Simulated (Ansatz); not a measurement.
Relaxed-ion elastic tensor of Hg (diamond, Fd-3m) in GPa (Voigt order), plane-wave PAW PBEsol (Ansatz code); density 9.24 g/cm³, 36.06 Å³ per atom.

```json
[
 {"": "1", "1": "12.6", "2": "18.3", "3": "18.3", "4": "0.0", "5": "0.0", "6": "0.0"},
 {"": "2", "1": "18.3", "2": "12.6", "3": "18.3", "4": "0.0", "5": "0.0", "6": "0.0"},
 {"": "3", "1": "18.3", "2": "18.3", "3": "12.6", "4": "0.0", "5": "0.0", "6": "0.0"},
 {"": "4", "1": "0.0", "2": "0.0", "3": "0.0", "4": "-3.6", "5": "0.0", "6": "0.0"},
 {"": "5", "1": "0.0", "2": "0.0", "3": "0.0", "4": "0.0", "5": "-3.6", "6": "0.0"},
 {"": "6", "1": "0.0", "2": "0.0", "3": "0.0", "4": "0.0", "5": "0.0", "6": "-3.6"}
]
```

Is the crystal mechanically stable?

No: the smallest eigenvalue of C is -5.7 GPa.

The start of the workflow was typed in or built on a structure type; neither database checked (COD, Materials Project) lists it. It is not the usual solid phase (space group No. 166). The cell was relaxed with PBEsol under the symmetry of its start. At this level the phase is mechanically unstable. The substance is a gas or liquid at ambient conditions. The volume moved by -28 % from the start of the relaxation. As this level gives no gap, shear constants depend on the k-mesh and smearing (Fermi–Dirac, 0.1 eV here). Scalar-relativistic: spin–orbit coupling is off unless named, which matters more the heavier the elements.

Potentials: the later of the program's two PAW sets.
